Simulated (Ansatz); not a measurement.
Ni₃Se₄ in space group Fd-3m (No. 227; Ni on 8a, Ni on 16d, Se on 32e), PBE (plane waves, PAW; program Ansatz), all energies at zero smearing, with the estimated change up to a 700 eV cutoff added, with one set of potentials and settings (totals compare only within such a set). Cell of 14 atoms (6 Ni, 8 Se): -78795.277 eV.

```json
[
 {"element": "Ni", "reference phase": "Fm-3m, 1 atoms in the cell, spin-polarised", "E (eV/atom)": "-5839.7239"},
 {"element": "Se", "reference phase": "P3_121, 3 atoms in the cell", "E (eV/atom)": "-5469.0798"}
]
```

Formation energy per atom, worked out: (-78795.277 − 6×(-5839.7239) − 8×(-5469.0798))/14 = -0.307 eV/atom (-30 kJ per mol of atoms), at 0 K, without zero-point energy or fitted corrections.

The first step of the workflow began from a Materials Project structure, measured or hypothetical; the Crystallography Open Database copy checked does not list it. COD files the formula under space group No. 12. Its standing as an ambient phase is unchecked. Symmetry was held in the PBE relaxation; its stability against distortions is not shown here. The run is not spin-polarised. The references are the lowest solids computed at this level, not always the standard phases.

Potentials: the later of the program's two PAW sets.
